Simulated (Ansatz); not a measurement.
CuI (wurtzite)

```
CELL_PARAMETERS angstrom
      4.18699     0.00000     0.00000
     -2.09349     3.62604     0.00000
      0.00000     0.00000     6.89779
ATOMIC_POSITIONS crystal
  Cu 0.66667 0.33333 0.87373
  Cu 0.33333 0.66667 0.37373
  I  0.66667 0.33333 0.50127
  I  0.33333 0.66667 0.00127
```

The relaxed cell is deformed in two ways at once: its volume V is scaled, and at that volume it is stretched along z (the c axis of the conventional cell) so that c/a changes. Fractional atomic positions are held.

Calculation: PBEsol (plane waves to 420 eV, PAW, scalar-relativistic; Ansatz, an electronic-structure program). k mesh 9×9×5 (Γ-centred), Fermi-Dirac smearing 0.05 eV. E stands for the smeared free energy. As the atoms are clamped, bonds stretch with the cell, which overstates energies and stresses. CuI is run without spin polarisation. CuI was relaxed with its symmetry unable to fall. Spin-orbit coupling is left out, though I is heavy. This is one of several known forms of CuI; the measured ambient cells at hand have space group No. 156 or 216. ΔE is measured from the relaxed starting cell.

What ΔE (meV/atom) does the calculation give at all points of the grid V/V₀ = 0.960, 0.973, 0.987, 1.000, 1.013, 1.027, 1.040 by (c/a)/(c/a)₀ = 0.960, 0.973, 0.987, 1.000, 1.013, 1.027, 1.040?

ΔE (meV/atom), with V/V₀ across and (c/a)/(c/a)₀ down:

| (c/a)/(c/a)₀ \ V/V₀ | 0.960 | 0.973 | 0.987 | 1.000 | 1.013 | 1.027 | 1.040 |
|---|---|---|---|---|---|---|---|
| 0.960 | 17.2 | 12.6 | 9.8 | 8.6 | 8.8 | 10.3 | 13.1 |
| 0.973 | 11.5 | 7.2 | 4.7 | 3.7 | 4.2 | 6.0 | 8.9 |
| 0.987 | 8.1 | 4.1 | 1.7 | 0.9 | 1.5 | 3.5 | 6.6 |
| 1.000 | 7.0 | 3.0 | 0.7 | 0.0 | 0.7 | 2.7 | 5.9 |
| 1.013 | 7.8 | 3.9 | 1.6 | 0.8 | 1.5 | 3.5 | 6.7 |
| 1.027 | 10.5 | 6.5 | 4.1 | 3.3 | 3.9 | 5.8 | 9.0 |
| 1.040 | 15.0 | 10.7 | 8.2 | 7.2 | 7.7 | 9.5 | 12.5 |

(A scan under strain: stresses follow from slopes of the energy per volume, elastic moduli from its curvatures.)
